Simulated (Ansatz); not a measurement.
CdO (rock salt, Fm-3m) under volume change, plane-wave PAW PBEsol (Ansatz code), scaled uniformly.

| V (Å³/atom) | E − E(relaxed) (meV/atom) | P (GPa) |
|---|---|---|
| 11.736 | 56.7 | 17.16 |
| 12.123 | 23.7 | 10.41 |
| 12.510 | 5.6 | 4.75 |
| 12.897 | 0.0 | 0.00 |
| 13.284 | 5.0 | -3.99 |
| 13.671 | 18.8 | -7.35 |
| 14.058 | 40.0 | -10.17 |

Question: What does a third-order Birch–Murnaghan fit give for V₀, B₀ and B′?

Answer: V₀ = 12.90 Å³/atom, B₀ = 145 GPa, B′ = 4.8.

The PBEsol relaxation kept the symmetry of its start. The volume moved by 19 % from the start of the relaxation.

Potentials: the later of the program's two PAW sets.
